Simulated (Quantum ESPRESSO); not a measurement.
```cif
data_NaS2Y
_chemical_formula_sum 'Na1 S2 Y1'
_space_group_name_H-M_alt 'P 1'
_space_group_IT_number 1
_cell_length_a 6.96409
_cell_length_b 6.96409
_cell_length_c 6.96409
_cell_angle_alpha 32.833
_cell_angle_beta 32.833
_cell_angle_gamma 32.833
loop_
_space_group_symop_operation_xyz
  'x, y, z'
loop_
_atom_site_label
_atom_site_type_symbol
_atom_site_fract_x
_atom_site_fract_y
_atom_site_fract_z
_atom_site_occupancy
Na1 Na 0.00000 0.00000 0.00000 1
S1 S 0.24262 0.24262 0.24262 1
S2 S 0.75738 0.75738 0.75738 1
Y1 Y 0.50000 0.50000 0.50000 1
```

Cell and atoms were relaxed with PBEsol from Materials Project entry mp-10226, within its symmetry.

What does PBEsol (Quantum ESPRESSO, PseudoDojo norm-conserving, 88 Ry, no spin-orbit coupling) give for the electronic structure near the Fermi level?

The PBEsol gap is indirect, 2.14 eV, from Γ to F; the smallest direct gap is 2.98 eV.
